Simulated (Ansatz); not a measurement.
Input:

ZnS:
```
ZnS
1.0
    0.00000     2.67820     2.67820
    2.67820     0.00000     2.67820
    2.67820     2.67820     0.00000
Zn S
1 1
Direct
  0.00000   0.00000   0.00000
  0.75000   0.75000   0.75000
```

This is the PBEsol-relaxed structure. Tensor components refer to the Cartesian frame of this cell.

Problem. All from plane-wave PAW PBEsol (Ansatz code), unless another level is named. Predict the piezoelectric stress constants (proper, relaxed ions, C/m²).

Solution. e14 = e25 = e36 = -0.13.

Problem. And the Hill bulk and shear moduli?

Solution. 79.0 and 34.7 GPa.

Space group F-43m (zinc blende). Symmetry was held in the PBEsol relaxation. Signs of piezoelectric constants follow the polarity of the cell as given.

Potentials: the earlier of the program's two PAW sets. The files were generated under PBE; for other functionals the program regenerates the frozen cores, and for LDA and PBEsol the local potential too.
